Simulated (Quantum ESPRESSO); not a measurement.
BaTe (rock salt, space group Fm-3m, No. 225) has an indirect gap of 1.46 eV with PBEsol (pw.x of Quantum ESPRESSO, ONCV potentials, without SOC). After an isotropic strain (on all lattice vectors, atoms relaxed) the gap is indirect, 1.24 eV.

**Question.** Which strain was applied?
A. +1 %
B. -0.7 %
C. -1.5 %
D. +2 %
E. -3 %

**Answer.** E, -3 %. Gaps found: -3 %: 1.24 eV (indirect); -1.5 %: 1.36 eV (indirect); -0.7 %: 1.41 eV (indirect); 0 %: 1.46 eV (indirect); 1 %: 1.52 eV (indirect); 2 %: 1.58 eV (indirect).
